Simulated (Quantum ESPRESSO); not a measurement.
**Band energies of BaTe**

```
BaTe
1.0
    0.00000     3.46944     3.46944
    3.46944     0.00000     3.46944
    3.46944     3.46944     0.00000
Te Ba
1 1
Direct
  0.50000   0.50000   0.50000
  0.00000   0.00000   0.00000
```

norm-conserving PBE (Quantum ESPRESSO, 82 Ry, scalar-relativistic); path ΓXWKΓLUWLK,UX; energies in eV from the valence-band maximum.

| k (1/Å) | point | band 9 | band 10 | band 11 | band 12 | band 13 | band 14 | band 15 | band 16 |
|---|---|---|---|---|---|---|---|---|---|
| 0.00 | Γ | -12.01 | -9.55 | 0.00 | 0.00 | 0.00 | 3.00 | 3.00 | 3.00 |
| 0.34 |  | -12.04 | -9.28 | -1.26 | -0.22 | -0.22 | 2.39 | 3.64 | 3.88 |
| 0.68 |  | -12.09 | -9.25 | -1.37 | -0.35 | -0.35 | 1.70 | 4.39 | 4.55 |
| 0.91 | X | -12.10 | -9.34 | -1.07 | -0.35 | -0.35 | 1.55 | 4.57 | 4.84 |
| 1.02 |  | -12.11 | -9.30 | -1.07 | -0.51 | -0.43 | 1.72 | 4.67 | 5.10 |
| 1.36 | W | -12.17 | -9.11 | -1.27 | -0.90 | -0.90 | 3.54 | 3.54 | 4.97 |
| 1.68 | K | -12.07 | -9.12 | -1.25 | -1.01 | -0.75 | 2.60 | 5.06 | 5.28 |
| 1.79 |  | -12.05 | -9.01 | -1.57 | -0.95 | -0.91 | 3.24 | 4.63 | 4.89 |
| 2.11 |  | -12.01 | -9.00 | -1.73 | -0.98 | -0.60 | 3.50 | 3.81 | 4.15 |
| 2.43 |  | -12.01 | -9.40 | -0.62 | -0.33 | -0.13 | 3.02 | 3.13 | 3.33 |
| 2.64 | Γ | -12.01 | -9.55 | 0.00 | 0.00 | 0.00 | 3.00 | 3.00 | 3.00 |
| 2.74 |  | -12.01 | -9.51 | -0.15 | -0.06 | -0.06 | 3.00 | 3.05 | 3.05 |
| 3.03 |  | -12.01 | -9.13 | -1.36 | -0.66 | -0.66 | 3.16 | 3.71 | 3.71 |
| 3.33 |  | -12.02 | -8.77 | -2.18 | -1.08 | -1.08 | 3.96 | 4.85 | 4.85 |
| 3.42 | L | -12.02 | -8.74 | -2.24 | -1.11 | -1.11 | 4.18 | 4.91 | 5.04 |
| 3.64 |  | -12.03 | -8.84 | -2.01 | -1.06 | -1.04 | 3.81 | 4.54 | 4.98 |
| 3.98 | U | -12.07 | -9.12 | -1.25 | -1.01 | -0.75 | 2.60 | 5.06 | 5.28 |
| 4.30 | W | -12.17 | -9.11 | -1.27 | -0.90 | -0.90 | 3.54 | 3.54 | 4.97 |
| 4.57 |  | -12.06 | -8.96 | -1.70 | -0.98 | -0.96 | 3.67 | 3.89 | 5.45 |
| 4.85 |  | -12.02 | -8.76 | -2.20 | -1.10 | -1.10 | 4.10 | 4.79 | 5.05 |
| 4.94 | L | -12.02 | -8.74 | -2.24 | -1.11 | -1.11 | 4.18 | 4.91 | 5.04 |
| 5.10 |  | -12.03 | -8.79 | -2.12 | -1.08 | -1.08 | 3.98 | 4.65 | 4.99 |
| 5.33 |  | -12.05 | -8.99 | -1.62 | -0.99 | -0.90 | 3.17 | 4.64 | 5.04 |
| 5.49 | K | -12.07 | -9.12 | -1.25 | -1.01 | -0.75 | 2.60 | 5.06 | 5.28 |
| 5.49 | U | -12.07 | -9.12 | -1.25 | -1.01 | -0.75 | 2.60 | 5.06 | 5.28 |
| 5.81 | X | -12.10 | -9.34 | -1.07 | -0.35 | -0.35 | 1.55 | 4.57 | 4.84 |

The PBE gap is indirect, 1.55 eV, from Γ to X; the smallest direct gap is 1.90 eV.

Without spin-orbit coupling, band edges of such heavy elements can be off by tenths of an eV.

Geometry relaxed with PBEsol.
